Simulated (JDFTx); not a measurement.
An input for a modified build of JDFTx (Au(100), CANDLE, water, 1 M NaCl; bohr, hartree) and the course of its log:

```
lattice \
  5.5738368721 0.0000000000 0.0000000000 \
  0.0000000000 5.5738368721 0.0000000000 \
  0.0000000000 0.0000000000 76.1559628224
coords-type Lattice
ion Au 0.0000000000 0.0000000000 -0.1035059550 0
ion Au 0.5000000000 0.5000000000 -0.0517529780 0
ion Au 0.0000000000 0.0000000000 0.0000000000 0
ion Au 0.5000000000 0.5000000000 0.0517529780 0
ion Au 0.0000000000 0.0000000000 0.1035059550 0
ion-species pseudo/au_pbe_v1.upf
elec-cutoff 20 100
elec-ex-corr gga-PBE
coulomb-interaction Slab 001
coulomb-truncation-embed 0 0 0
kpoint-folding 8 8 1
elec-smearing Fermi 0.01
elec-n-bands 39
target-mu -0.159492
electronic-scf nIterations 100 energyDiffThreshold 1e-07
fluid LinearPCM
pcm-variant CANDLE
fluid-solvent H2O
fluid-cation Na+ 1
fluid-anion Cl- 1
fluid-minimize nIterations 400 knormThreshold 1e-11
wavefunction read f0.wfns
elec-initial-eigenvals f0.eigenvals
elec-initial-fillings read f0.fillings
fluid-initial-state f0.fluidState
dump-name f0_u0.$VAR
dump End State Ecomponents EigStats BandEigs Forces ElecDensity IonicPositions Fillings Kpoints Dtot FluidDebug BoundCharge FluidDensity
```

```
[one cycle in 5 is shown, and the last three; fluid-solver lines are left out]
	FillingsUpdate:  mu: -0.159492000  nElectrons: 55.831625
SCF: Cycle:  0   G: -164.325097923704135   dG: +2.126e-01   |Residual|: 4.146e-02   |deigs|: 7.551e-07
	FillingsUpdate:  mu: -0.159492000  nElectrons: 55.209284
SCF: Cycle:  5   G: -164.534659488076272   dG: -6.329e-04   |Residual|: 7.608e-03   |deigs|: 3.147e-04
	FillingsUpdate:  mu: -0.159492000  nElectrons: 55.660506
SCF: Cycle: 10   G: -164.425089375382100   dG: +2.093e-02   |Residual|: 3.065e-02   |deigs|: 1.497e-03
	FillingsUpdate:  mu: -0.159492000  nElectrons: 55.654224
SCF: Cycle: 15   G: -164.420707113778406   dG: -1.354e-02   |Residual|: 3.059e-02   |deigs|: 7.027e-04
	FillingsUpdate:  mu: -0.159492000  nElectrons: 55.706566
SCF: Cycle: 20   G: -164.418378773598675   dG: +1.449e-02   |Residual|: 3.003e-02   |deigs|: 1.872e-03
	FillingsUpdate:  mu: -0.159492000  nElectrons: 55.699868
SCF: Cycle: 25   G: -164.395674593766529   dG: +4.336e-02   |Residual|: 3.359e-02   |deigs|: 2.172e-03
	FillingsUpdate:  mu: -0.159492000  nElectrons: 55.660967
SCF: Cycle: 30   G: -164.428212224726508   dG: -1.724e-03   |Residual|: 2.949e-02   |deigs|: 2.638e-04
	FillingsUpdate:  mu: -0.159492000  nElectrons: 55.778805
SCF: Cycle: 35   G: -164.396911046694129   dG: -1.315e-02   |Residual|: 3.271e-02   |deigs|: 1.010e-03
	FillingsUpdate:  mu: -0.159492000  nElectrons: 55.477143
SCF: Cycle: 40   G: -164.490187232040682   dG: -1.605e-03   |Residual|: 2.024e-02   |deigs|: 9.530e-04
	FillingsUpdate:  mu: -0.159492000  nElectrons: 55.629717
SCF: Cycle: 45   G: -164.470704712990909   dG: -9.208e-03   |Residual|: 2.200e-02   |deigs|: 5.753e-04
	FillingsUpdate:  mu: -0.159492000  nElectrons: 55.121179
SCF: Cycle: 50   G: -164.535829175024986   dG: +4.023e-03   |Residual|: 8.273e-03   |deigs|: 1.563e-03
	FillingsUpdate:  mu: -0.159492000  nElectrons: 55.186939
SCF: Cycle: 55   G: -164.539606650338470   dG: -3.242e-03   |Residual|: 3.304e-03   |deigs|: 1.746e-03
	FillingsUpdate:  mu: -0.159492000  nElectrons: 55.222017
SCF: Cycle: 60   G: -164.540280046792958   dG: -3.151e-04   |Residual|: 1.728e-04   |deigs|: 7.304e-04
	FillingsUpdate:  mu: -0.159492000  nElectrons: 55.221529
SCF: Cycle: 65   G: -164.540280168883157   dG: -3.834e-07   |Residual|: 2.783e-05   |deigs|: 1.192e-04
	FillingsUpdate:  mu: -0.159492000  nElectrons: 55.221509
SCF: Cycle: 70   G: -164.540280185305448   dG: -9.585e-08   |Residual|: 1.263e-05   |deigs|: 5.645e-05
	FillingsUpdate:  mu: -0.159492000  nElectrons: 55.222437
SCF: Cycle: 75   G: -164.540279831531791   dG: +3.440e-07   |Residual|: 5.341e-05   |deigs|: 5.858e-05
	FillingsUpdate:  mu: -0.159492000  nElectrons: 55.222206
SCF: Cycle: 80   G: -164.540279903159558   dG: +2.980e-08   |Residual|: 5.031e-05   |deigs|: 1.377e-05
	FillingsUpdate:  mu: -0.159492000  nElectrons: 55.220777
SCF: Cycle: 85   G: -164.540279732278265   dG: +4.481e-07   |Residual|: 5.908e-05   |deigs|: 4.098e-05
	FillingsUpdate:  mu: -0.159492000  nElectrons: 55.221834
SCF: Cycle: 90   G: -164.540280070754193   dG: -2.704e-07   |Residual|: 3.995e-05   |deigs|: 3.337e-05
	FillingsUpdate:  mu: -0.159492000  nElectrons: 55.222023
SCF: Cycle: 95   G: -164.540280103748813   dG: -6.365e-07   |Residual|: 2.882e-05   |deigs|: 4.098e-05
	FillingsUpdate:  mu: -0.159492000  nElectrons: 55.222106
SCF: Cycle: 97   G: -164.540280035830904   dG: +1.260e-07   |Residual|: 3.645e-05   |deigs|: 1.649e-05
	FillingsUpdate:  mu: -0.159492000  nElectrons: 55.221471
SCF: Cycle: 98   G: -164.540280173412981   dG: -1.376e-07   |Residual|: 3.211e-05   |deigs|: 1.802e-05
	FillingsUpdate:  mu: -0.159492000  nElectrons: 55.221269
SCF: Cycle: 99   G: -164.540280136299430   dG: +3.711e-08   |Residual|: 3.009e-05   |deigs|: 9.807e-06
SCF: None of the convergence criteria satisfied after 100 iterations.
IonicMinimize: Iter:   0  G: -164.540280136299430  |grad|_K:  0.000e+00
IonicMinimize: Converged (|grad|_K<1.000000e-04).
```

This run gave no converged result. The loop ran out of cycles short of its threshold. It has stalled and not diverged: the last ten energies span 7e-07 Ha, so the total is near its end, but levels, forces and the electron count aren't shown converged.
